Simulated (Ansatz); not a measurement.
This cell of KMgH$_{3}$ (cubic perovskite) is off equilibrium:

```xyz
5
Lattice="4.0958 0.0000 0.0000 0.0000 4.0958 0.0000 0.0000 0.0000 4.0958" Properties=species:S:1:pos:R:3 pbc="T T T"
K      0.0000     0.0000     0.0000
Mg     2.0479     2.0479     2.0479
H      2.0479     0.0000     2.0479
H      0.0000     2.0479     2.0479
H      2.0479     2.0479     0.0000
```

Computed with r2SCAN (plane waves to 500 eV, PAW, scalar-relativistic; Ansatz, a quantum-chemistry and plane-wave program). k mesh 8×8×8 (Γ-centred), Fermi-Dirac smearing 0.05 eV. The energy includes the smearing's −TS. Stress and pressure are positive under compression. KMgH3 was relaxed with its symmetry unable to fall.

### Question
What is the stress tensor (GPa)?

### Answer
```
  -2.51     0.00     0.00
   0.00    -2.51     0.00
   0.00     0.00    -2.51
```
The pressure, a third of the trace, is -2.51 GPa.

### Question
It is the relaxed cell scaled evenly to V/V₀ = 1.080, atoms relaxed where free. What is its energy relative to the relaxed cell?

### Answer
8.5 meV/atom.

(Under strain, the slope of the energy per volume gives the stress and its curvature an elastic modulus.)
